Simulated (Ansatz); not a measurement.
Data:

GaAs:
```
GaAs
1.0
    2.67567     0.00000     0.00000
    0.00000     2.67567     0.00000
    0.00000     0.00000     5.46654
Ga As
1 1
Direct
  0.00000   0.00000   0.50000
  0.00000   0.00000   0.00000
```

This is the r²SCAN-relaxed structure. Cartesian axes are those of the cell as given.

Q: All from r²SCAN (plane waves, PAW; program Ansatz), unless another level is named. Estimate the Young's modulus.

A: 80.5 GPa.

Q: What about the elastic constants (relaxed ions, GPa)?

A: C11 = 176, C12 = 35.8, C13 = 17.3, C33 = 146, C44 = 23.6, C66 = 8.6.

Space group P4/mmm. The workflow started from a Materials Project entry (that database holds measured and hypothetical structures alike); the Crystallography Open Database copy checked does not list it. It is not the phase usual at ambient conditions (space group No. 216). The r²SCAN relaxation kept the symmetry of its start; of distortions, only those at the zone centre were tested. As this level gives no gap, shear constants depend on the k-mesh and smearing (Fermi–Dirac, 0.1 eV here). On the denser mesh and wider smearing of the elastic run this cell carries a stress of 1.8 GPa.

Potentials: the earlier of the program's two PAW sets.
